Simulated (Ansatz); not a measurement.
B:
```cif
data_B12
_chemical_formula_sum 'B12'
_space_group_name_H-M_alt 'P 1'
_space_group_IT_number 1
_cell_length_a 5.03933
_cell_length_b 5.03933
_cell_length_c 5.03933
_cell_angle_alpha 58.157
_cell_angle_beta 58.157
_cell_angle_gamma 58.157
loop_
_space_group_symop_operation_xyz
  'x, y, z'
loop_
_atom_site_label
_atom_site_type_symbol
_atom_site_fract_x
_atom_site_fract_y
_atom_site_fract_z
_atom_site_occupancy
B1 B 0.00987 0.65441 0.00987 1
B2 B 0.99013 0.34559 0.99013 1
B3 B 0.00987 0.00987 0.65441 1
B4 B 0.99013 0.99013 0.34559 1
B5 B 0.65441 0.00987 0.00987 1
B6 B 0.34559 0.99013 0.99013 1
B7 B 0.22051 0.63175 0.22051 1
B8 B 0.77949 0.36825 0.77949 1
B9 B 0.22051 0.22051 0.63175 1
B10 B 0.77949 0.77949 0.36825 1
B11 B 0.63175 0.22051 0.22051 1
B12 B 0.36825 0.77949 0.77949 1
```

Relaxed with r²SCAN.

### Question
Decompose the optical modes at the zone centre into irreducible representations, and say which are infrared and Raman allowed.

### Answer
Point group -3m: Γ_opt = 4A1g + 2A1u + 2A2g + 3A2u + 6Eg + 5Eu. Infrared: A2u, Eu. Raman: A1g, Eg.

### Question
Assign frequencies (DFPT, r²SCAN (plane waves, PAW; program Ansatz)).

### Answer
A1u 488, A2g 513, Eg 536, Eu 562, Eg 592, Eu 609, A1g 710, Eu 717, Eg 723, A2g 737, Eg 792, Eu 805, A1u 808, A1g 808, A2u 811, Eu 816, A2u 826, Eg 890, A1g 936, A2u 947, Eg 1138, A1g 1191 cm⁻¹.

Space group R-3m (α-B12). The cell was relaxed with r²SCAN under the symmetry of its start; phonons on a q-mesh show no instability.

Potentials: the earlier of the program's two PAW sets.
